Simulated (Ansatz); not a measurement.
InSb:
Space group P6₃/mmc (No. 194); a = 4.1733 Å, b = 4.1733 Å, c = 7.3484 Å, α = 90.00°, β = 90.00°, γ = 120.00°

| atom | site | symmetry | x | y | z |
|---|---|---|---|---|---|
| In | 2a | -3m. | 0.0000 | 0.0000 | 0.0000 |
| Sb | 2c | -6m2 | 0.3333 | 0.6667 | 0.2500 |

Relaxed at zero pressure with DFT-PBEsol in the program Ansatz with PAW potentials.

Question: The volume is lowered by 6 % and shape and atoms relax at that volume. What pressure results, and how do the axes share the change?

Answer: 3.9 GPa; a -2.4 %, b -2.4 %, c -1.3 %; the energy rises by 19 meV/atom.

Question: Give the new structure.

Answer: 
Space group P6₃/mmc (No. 194); a = b = 4.0735 Å, c = 7.2500 Å, α = β = 90.00°, γ = 120.00°

```json
[
 {"atom": "In", "site": "2a", "symmetry": "-3m.", "x": "0.0000", "y": "0.0000", "z": "0.0000"},
 {"atom": "Sb", "site": "2c", "symmetry": "-6m2", "x": "0.3333", "y": "0.6667", "z": "0.2500"}
]
```

The phase is kept; no other phase was compared at this pressure.

Space group P6_3/mmc (NiAs type). The start of the workflow was typed in or built on a structure type; neither database checked (COD, Materials Project) lists it. It is not the phase usual at ambient conditions (space group No. 216). The cell was relaxed with PBEsol under the symmetry of its start; of distortions, only those at the zone centre were tested. Scalar-relativistic: spin–orbit coupling is off unless named, which matters more the heavier the elements.

Potentials: the later of the program's two PAW sets.
